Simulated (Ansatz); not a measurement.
Crystals of one structure type (rock salt), relaxed and computed with plane-wave PAW HSE06 (Ansatz code).

```
crystal       a (Å)    gap (eV)  B₀ by P(V) fit (GPa)
-------  ----------  ----------  --------------------
BeS           4.608        1.74                   115
MgS           5.194        3.82                  80.1
CaS           5.699        3.41                  60.1
BaS           6.408        3.13                  44.1
PbS      (withheld)  (withheld)            (withheld)
PbSe          6.170        0.78                  50.8
TePb          6.518        1.18                  42.2
```

Question: Some entries are withheld; supply them.

Answer: 
- PbS, a (Å): 5.968
- PbS, gap (eV): 0.86
- PbS, B₀ by P(V) fit (GPa): 57.2

Constructed cells (a structure type filled with these elements, in neither database checked): BeS, rock salt. All cells were relaxed under the symmetry of their starts (and spin orders); stability against distortions was not tested throughout. Spin–orbit coupling is left out wherever it is not named.

Potentials: the later of the program's two PAW sets.
